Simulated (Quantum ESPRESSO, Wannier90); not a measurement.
# ZrS$_{2}$ (CdI2 type), plane waves to Wannier functions

Cell from Materials Project (mp-1186), symmetrised, no further relaxation. Not found in the COD (Crystallography Open Database) copy used; not checked further. Computed values, not measurements, from PBEsol: Quantum ESPRESSO (norm-conserving PseudoDojo potentials, cutoff 53 Ry, spinors with spin-orbit coupling) on a Γ-centred 6×6×4 mesh, then Wannier90. Density: 12×12×6 mesh, cold smearing 0.01 Ry. The cell is built of weakly bound layers, chains or molecules, whose nearest atoms lie 3.82 Å apart. Database cells relaxed without dispersion often hold them too far apart, which can enlarge gaps and weakens couplings between them; spacing and stacking were not compared with the measured crystal.

```
begin unit_cell_cart
ang
    3.6913800628    0.0000000000    0.0000000000
   -1.8456900314    3.1968289094    0.0000000000
    0.0000000000    0.0000000000    6.0410800000
end unit_cell_cart
mp_grid = 6 6 4
```

Task: Which shells of neighbouring k-points and which b-vectors and weights does Wannier90 pick for this cell and mesh?

Result: 
```
 *---------------------------------- K-MESH ----------------------------------*
 +----------------------------------------------------------------------------+
 |                    Distance to Nearest-Neighbour Shells                    |
 |                    ------------------------------------                    |
 |          Shell             Distance (Ang^-1)          Multiplicity         |
 |          -----             -----------------          ------------         |
 |             1                   0.260019                      2            |
 |             2                   0.327574                      6            |
 |             3                   0.418228                     12            |
 |             4                   0.520038                      2            |
 |             5                   0.567375                      6            |
 |             6                   0.614609                     12            |
 |             7                   0.624118                     12            |
 |             8                   0.655148                      6            |
       ... (lines left out)
 +----------------------------------------------------------------------------+
 | The b-vectors are chosen automatically                                     |
 | The following shells are used:                       1,  2                 |
 +----------------------------------------------------------------------------+
 |                        Shell   # Nearest-Neighbours                        |
 |                        -----   --------------------                        |
 |                          1               2                                 |
 |                          2               6                                 |
 +----------------------------------------------------------------------------+
 | Completeness relation is fully satisfied [Eq. (B1), PRB 56, 12847 (1997)]  |
 +----------------------------------------------------------------------------+
 |                  b_k Vectors (Ang^-1) and Weights (Ang^2)                  |
 |                  ----------------------------------------                  |
 |            No.         b_k(x)      b_k(y)      b_k(z)        w_b           |
 |            ---        --------------------------------     --------        |
 |             1         0.000000    0.000000    0.260019     7.395362        |
 |             2         0.000000    0.000000   -0.260019     7.395362        |
 |             3         0.000000    0.327574    0.000000     3.106421        |
 |             4         0.283687    0.163787    0.000000     3.106421        |
 |             5         0.000000   -0.327574    0.000000     3.106421        |
 |             6         0.283687   -0.163787    0.000000     3.106421        |
 |             7        -0.283687   -0.163787    0.000000     3.106421        |
 |             8        -0.283687    0.163787    0.000000     3.106421        |
```
